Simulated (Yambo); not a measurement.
AlP (zinc blende, space group F-43m, No. 216): the exchange self-energy on PBEsol orbitals (Yambo, 4×4×4 mesh) holds the Coulomb divergence, which is integrated with random points (RandQpts).

```
random points  exchange-only gap Γ → X (eV)  shift of the valence edge (eV)  gap against the reference (meV)
-------------  ----------------------------  ------------------------------  -------------------------------
1,000                                  7.62                           -2.35                               84
10,000                                 7.47                           -2.15                              -67
100,000                                7.54                           -2.27                               10
1,000,000                              7.54                           -2.27                                9
5,000,000                              7.53                           -2.25                        reference
```

From 100,000 points on, the gap stays within 20 meV of the run with most points. The error is statistical; each row is a single draw, so the rows fix no rate of convergence.

Geometry relaxed with PBEsol; primitive cell a = b = c = 3.868 Å, α = β = γ = 60.00°.

A shift is the quasiparticle energy of the state minus its PBEsol energy.
